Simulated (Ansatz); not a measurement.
BeS:
```xyz
2
Lattice="3.4452 0.0000 0.0000 -1.7226 2.9836 0.0000 0.0000 0.0000 26.0000" Properties=species:S:1:pos:R:3 pbc="T T F"
Be     1.7226     0.9945    13.0000
S      0.0000     1.9891    13.0000
```
The layer is periodic in x and y and isolated along z.

Relaxed with r²SCAN+D4. Special points in fractions of this cell's reciprocal vectors: Γ (0.000, 0.000, 0.000); M (0.500, 0.000, 0.000); K (0.333, 0.333, 0.000).

Task: List the band energies nearest the valence-band maximum at these points for DFT-r²SCAN+D4 in the program Ansatz with PAW potentials.

Result: In eV from the valence-band maximum; about four levels below and three above (degenerate sets whole), none deeper than 8.9 eV; … stands for higher levels left out; points with the same levels are listed once.

| k | below | above |
|---|---|---|
| Γ | -2.11 -0.53 -0.53 | 5.69 … |
| M | -4.65 -1.99 -0.30 | 5.06 6.07 … |
| K | -3.94 -3.80 0.00 | 5.25 … |

Space group P-6m2 (h-BN-type). A constructed layer: a layer type filled with these elements; whether it has been made was not checked. It is flat by the symmetry kept. The r²SCAN+D4 relaxation kept the symmetry of its start; its stability against distortions is not shown here.

Potentials: the later of the program's two PAW sets.
